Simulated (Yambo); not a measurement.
BSE-type run in Yambo on RbBr (rock salt, space group Fm-3m, No. 225), at zero momentum.

Quantum ESPRESSO step (PBEsol, PseudoDojo standard norm-conserving files, fully relativistic):
```
&CONTROL
  calculation = 'nscf'
  pseudo_dir = './pseudo'
  outdir = './out'
/
&SYSTEM
  ibrav = 0
  nat = 2
  ntyp = 2
  ecutwfc = 46.0
  ecutrho = 184.0
  occupations = 'fixed'
  force_symmorphic = .true.
  nbnd = 81
  noncolin = .true.
  lspinorb = .true.
/
&ELECTRONS
  conv_thr = 2e-09
  diago_full_acc = .true.
  diago_thr_init = 1e-08
/
ATOMIC_SPECIES
Br 79.9040 Br.upf
Rb 85.4678 Rb.upf
CELL_PARAMETERS angstrom
  0.000000000000   3.421605093000   3.421605093000
  3.421605093000   0.000000000000   3.421605093000
  3.421605093000   3.421605093000   0.000000000000
ATOMIC_POSITIONS crystal
Br   0.500000000000   0.500000000000   0.500000000000
Rb   0.000000000000   0.000000000000   0.000000000000
K_POINTS automatic
6 6 6 0 0 0
```

Yambo input:
```
rim_cut
optics
bse
bss
dipoles
RandQpts= 1000000
RandGvec= 1 Ry
FFTGvecs= 40 Ry
BSKmod= "HARTREE"
BSEmod= "resonant"
BSSmod= "hs"
BSENGexx= 15 Ry
% KfnQP_E
 2.515 | 1.0 | 1.0 |
%
% BSEQptR
 1 | 1 |
%
% BSEBands
 11 | 24 |
%
% BEnRange
 0.0 | 11.6 | eV
%
% BDmRange
 0.15 | 0.15 | eV
%
BEnSteps= 232
% BLongDir
 1.0 | 0.0 | 0.0 |
%
BSHayTrs= -0.02
BSSNEig= 48
WRbsWF
```

From the report:

The dimension is k points × valence × conduction bands = 216 × 6 × 8 = 10368.
```
  [SLEPC] Approach                          : Krylov-Schur
  [SLEPC] Number of requested eigenvalues   :   48
  [SLEPC] Number of eigenvalues        [NEV]:   48
   [K] Dimension                                    :  10368
   [K] Bands                                        :  11  24
   [K] Exchange res                                 : yes
   [K] Correlation res                              : no
   [K] W interaction is bare                        : no
   [K] RL vectors exchange                          :   537
```

Geometry relaxed with PBEsol.
